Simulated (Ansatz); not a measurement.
# Structures of LiOs2: which is lowest?

Plane-wave DFT in Ansatz with scalar-relativistic PAW potentials, cutoff 420 eV, Γ-centred meshes chosen by cell and gap, Gaussian smearing with energies taken to zero width. Every cell was relaxed (cell and atoms) in a run of its own, within the symmetry of its start. Functional: PBE.

Relaxed structures (starts from databases or built by putting these elements on another compound's sites):
A. P6_3/mmc, 6 atoms in the computed cell, a = 4.206 Å, c = 5.905 Å; sites (symmetry × multiplicity) Li -6m2 × 2, Os 3m. × 4; start: built
B. P6/mmm, 3 atoms in the computed cell, a = 4.414 Å, c = 2.552 Å; sites (symmetry × multiplicity) Li 6/mmm × 1, Os -6m2 × 2; start: built
C. Fd-3m, 6 atoms in the computed cell, a = 7.269 Å; sites (symmetry × multiplicity) Li -43m × 8, Os .-3m × 16; start: built

Rank them by energy. Could pressure change the order?

| structure | group | E − E(lowest) (meV/atom) | V (Å³/atom) | gap on mesh (eV) |
| --- | --- | --- | --- | --- |
| A | P6_3/mmc | 0.0 | 15.08 | 0.00 |
| B | P6/mmm | 147 | 14.35 | 0.00 |
| C | Fd-3m | 201 | 16.01 | 0.00 |

A is lowest, 147 meV/atom under B. B is denser by 0.73 Å³/atom, so pressure favours it: ΔE/ΔV, with ΔE in eV and 1 eV/Å³ = 160.2 GPa, gives about 32 GPa for equal enthalpy if both cells were rigid; at such pressures compression changes ΔV much, so this is a scale only. Other structures may lie lower than all of these, and vibrations aren't counted.

Spin-orbit coupling is left out, which matters for the bands of heavy elements.